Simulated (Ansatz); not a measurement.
KMgF3:
Space group Pm-3m (No. 221); a = b = c = 3.981 Å, α = β = γ = 90.00°

```csv
atom,site,symmetry,x,y,z
K,1b,m-3m,0.5000,0.5000,0.5000
Mg,1a,m-3m,0.0000,0.0000,0.0000
F,3d,4/mm.m,0.0000,0.0000,0.5000
```

Relaxed with r²SCAN. The program Ansatz at the r²SCAN level (PAW) gives a gap of 8.30 eV.

Problem. What gap does HSE06 give on the same cell (Ansatz, PAW)?

Solution. 9.61 eV, 1.31 eV more. The hybrid was solved on a coarser mesh and at special points; its gap is the smallest among all of these.

| k | v1 r²SCAN | c1 r²SCAN | v1 HSE06 | c1 HSE06 |
|---|---|---|---|---|
| Γ | -0.31 | 8.30 | -0.30 | 9.61 |
| R | 0.00 | 11.41 | ? | ? |
| M | -0.02 | 11.91 | ? | ? |
| X | -0.53 | 11.04 | ? | ? |

Problem. Top valence (v1) and lowest conduction level (c1) in eV from each method's valence maximum (which need not be a listed point): supply the withheld HSE06 values.

Solution. 
- M, v1 HSE06: -0.02
- M, c1 HSE06: 13.44
- R, v1 HSE06: 0.00
- R, c1 HSE06: 12.89
- X, v1 HSE06: -0.53
- X, c1 HSE06: 12.46

Cost on shared cores: the r²SCAN run (SCF on a 7×7×7 mesh, then bands and DOS) roughly 27 core-seconds, the HSE06 run (SCF on 4×4×4, then a few points) around 60 core-seconds (rough); the tasks are unlike.

The cell was relaxed with r²SCAN under the symmetry of its start; phonons on a q-mesh show no instability.

Potentials: the later of the program's two PAW sets.
